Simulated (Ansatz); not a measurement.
RuW:
```yaml
crystal:
  lattice:
    - [2.79972, 0.00000, 0.00000]
    - [0.00000, 2.79972, 0.00000]
    - [0.00000, 0.00000, 3.82519]
  atoms:
    - { symbol: Ru, position: [0.50000, 0.50000, 0.50000] }
    - { symbol: W, position: [0.00000, 0.00000, 0.00000] }
```

Relaxed with PBE. Special points in fractions of this cell's reciprocal vectors: Γ (0.000, 0.000, 0.000); X (0.000, 0.500, 0.000); M (0.500, 0.500, 0.000); Z (0.000, 0.000, 0.500); R (0.000, 0.500, 0.500); A (0.500, 0.500, 0.500).

Question: List the band energies nearest the Fermi level at these points for PBE with spin–orbit coupling (plane waves, PAW; program Ansatz).

Answer: In eV from the Fermi level; about four levels below and three above (degenerate sets whole), none deeper than 8.9 eV; points with the same levels are listed once.

```csv
k,below,above
Γ,-1.83 -1.83 -1.22 -1.22,0.29 0.29 1.38 1.38
X,-1.11 -1.11 -0.33 -0.33,0.71 0.71 2.35 2.35
M,-5.18 -5.18 -5.14 -5.14,1.91 1.91 2.31 2.31
Z,-0.69 -0.69 -0.61 -0.61,0.10 0.10 0.58 0.58
R,-1.90 -1.90 -0.98 -0.98,0.46 0.46 1.12 1.12
A,-2.33 -2.33 -0.45 -0.45,1.75 1.75 1.93 1.93
```

Space group P4/mmm (L1₀ or tetragonal B2). The cell is a constructed one: a structure type filled with these elements; neither database checked (COD, Materials Project) lists it. Its standing as an ambient phase is unchecked. The PBE relaxation kept the symmetry of its start; whether a distortion lowers the energy is not shown. The run is not spin-polarised.

Potentials: the earlier of the program's two PAW sets.
